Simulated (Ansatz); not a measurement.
LaBi (rock salt, Fm-3m), r²SCAN in the plane-wave PAW code Ansatz, all energies at zero smearing, with the estimated change up to a 700 eV cutoff added, with one set of potentials and settings (totals compare only within such a set). Cell of 2 atoms (1 La, 1 Bi): -18678.360 eV.

```
element                reference phase  E (eV/atom)
-------  -----------------------------  -----------
La       P6_3/mmc, 4 atoms in the cell   -6264.6784
Bi           R-3m, 2 atoms in the cell  -12411.0586
```

Formation energy per atom, worked out: (-18678.360 − 1×(-6264.6784) − 1×(-12411.0586))/2 = -1.311 eV/atom (-127 kJ per mol of atoms), at 0 K, without zero-point energy or fitted corrections.

The workflow started from a Materials Project entry (that database holds measured and hypothetical structures alike); the Crystallography Open Database files this formula in space group No. 225, but the cells were not matched. Its standing as an ambient phase is unchecked. The cell was relaxed with r²SCAN under the symmetry of its start; its stability against distortions is not shown here. The references are the lowest solids computed at this level, not always the standard phases. Scalar-relativistic: spin–orbit coupling is off unless named, which matters more the heavier the elements.

Potentials: the later of the program's two PAW sets.
